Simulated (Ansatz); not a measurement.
# Density of states of TiO2

```yaml
crystal:
  lattice:
    - [4.59400, 0.00000, 0.00000]
    - [0.00000, 4.59400, 0.00000]
    - [0.00000, 0.00000, 2.95900]
  atoms:
    - { symbol: Ti, position: [0.00000, 0.00000, 0.00000] }
    - { symbol: Ti, position: [0.50000, 0.50000, 0.50000] }
    - { symbol: O, position: [0.30600, 0.30600, 0.00000] }
    - { symbol: O, position: [0.19400, 0.80600, 0.50000] }
    - { symbol: O, position: [0.69400, 0.69400, 0.00000] }
    - { symbol: O, position: [0.80600, 0.19400, 0.50000] }
```

The conventional cell has a = 4.594 Å, b = 4.594 Å, c = 2.959 Å, α = 90.00°, β = 90.00°, γ = 90.00°. Ti (atom 1) has 6 O at 1.94 to 1.99 Å as nearest neighbours. O (atom 3) has 3 Ti at 1.94 to 1.99 Å as nearest neighbours.

The geometry is COD entry 9007432, unchecked; take it as a test cell.

All numbers below come from DFT, LDA, all-electron LAPW, scalar-relativistic in Ansatz 0.2.0.

Sampling and basis: a Γ-centred 7×7×10 k mesh, Fermi–Dirac smearing of 0.05 eV, basis error target 0.5 meV/atom, no spin polarisation.

Which of the resolved shells contributes most in the top eV of the valence band?

O 2p, with 94 % of all states there; Ti 3d follows with 4 %.

Where is the centre of the filled Ti 3d states between -13 eV and the top of the filled states?

-3.52 eV from the valence-band top.

Tabulate the density of states.

States per eV and cell, averaged over 0.4 eV, from -5.7 to 3.7 eV, with energies (bin centres) from the valence-band top; empty bins are left out. The partial columns, the largest 4 alone, are projections on Löwdin-orthogonalised atomic shells (those that the program's projection atoms carry: the occupied ones and, for some elements, an empty d or f shell; other empty shells have no column), summed over atoms of an element. Weights on diffuse s and p shells depend on that basis and aren't pure angular character.
```csv
E (eV),total,O 2p,Ti 3d,Ti 4s,O 2s
-5.6,0.69,0.47,0.18,0.03,0.01
-5.2,2.33,1.60,0.60,0.07,0.02
-4.8,5.91,4.21,1.44,0.14,0.03
-4.4,6.16,4.52,1.42,0.11,0.02
-4.0,5.62,3.92,1.58,0.06,0.01
-3.6,3.67,2.74,0.76,0.06,0.06
-3.2,3.82,3.02,0.63,0.05,0.06
-2.8,4.55,3.72,0.64,0.05,0.07
-2.4,5.67,4.83,0.63,0.03,0.06
-2.0,5.26,4.48,0.64,0.02,0.04
-1.6,5.83,5.02,0.70,0.02,0.03
-1.2,4.99,4.46,0.44,0.01,0.02
-0.8,4.27,4.01,0.20,0.00,0.01
-0.4,1.07,1.02,0.03,0.00,0.00
0.0,0.17,0.17,0.01,0.00,0.00
2.0,2.34,0.13,2.18,0.02,0.01
2.4,5.48,0.55,4.81,0.05,0.02
2.8,7.01,0.88,6.00,0.04,0.03
3.2,7.56,1.09,6.34,0.03,0.03
3.6,4.34,1.08,3.12,0.04,0.01
```
